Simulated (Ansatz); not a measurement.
HfC (rock salt), generalised stacking-fault energy along a line

HfC (rock salt) is sheared across one {110} plane: the third cell vector gains the shift, so faults repeat every 4.9 Å. The cut lies between planes 1.64 Å apart; the cell height is held.

```xyz
6
Lattice="3.2891 0.0000 0.0000 0.0000 4.6515 0.0000 1.6446 2.3258 4.9337" Properties=species:S:1:pos:R:3 pbc="T T T"
C      1.3705     1.9381     4.1114
C      1.3705     1.9381     0.8223
C      3.0150     4.2639     2.4669
Hf     1.3705     4.2639     4.1114
Hf     1.3705     4.2639     0.8223
Hf     3.0150     1.9381     2.4669
```

In-plane vectors a = (3.289, 0.000) Å, b = (0.000, 4.652) Å, area 15.30 Å². The shift is s times the vector a (length 3.289 Å), so s = 1 restores the start. Atoms relax along the normal only. γ = [E(shift) − E(0)] / area.

The numbers are results of PBE (plane waves to 420 eV, PAW, scalar-relativistic; Ansatz, an electronic-structure program), not measurements. k mesh 12×12×12 (Γ-centred), Fermi-Dirac smearing 0.05 eV. E is the zero-smearing estimate. Stress and pressure are positive under compression. Some relaxations began with atoms very close together and may have settled on another branch. With partly filled bands, the k mesh leaves noise in γ, roughly 0.02 J/m² as judged from a few cases. Faults lie only 4.9 Å apart, and holding the cell height raises γ above its relaxed value. HfC is run without spin polarisation. HfC was relaxed with its symmetry unable to fall. Spin-orbit coupling is left out, though Hf is heavy. The zero of γ is zero shift.

```
s      γ (J/m²)  σ normal to the fault (GPa)
-----  --------  ---------------------------
0.000      0.00                          0.0
0.083      0.32                          4.8
0.167      1.07                         16.2
0.250      1.92                         28.3
0.333      2.67                         37.4
0.417      3.17                         42.6
0.500      3.34                         44.2
0.583      3.17                         42.6
0.667      2.67                         37.4
0.750      1.92                         28.3
0.833      1.07                         16.2
0.917      0.32                          4.8
```

Summary:

The highest computed γ on the line is 3.34 J/m² and the steepest slope dγ/d(shift) before the first maximum (spline) is 31 GPa. Position of the highest point: s = 0.500. Local minima between the ends: no computed point is one.

The 12 points together took around 110 core-minutes (rough).

(The slope of γ gives the shear force per area between the displaced halves; near zero shift its curvature is an elastic stiffness.)
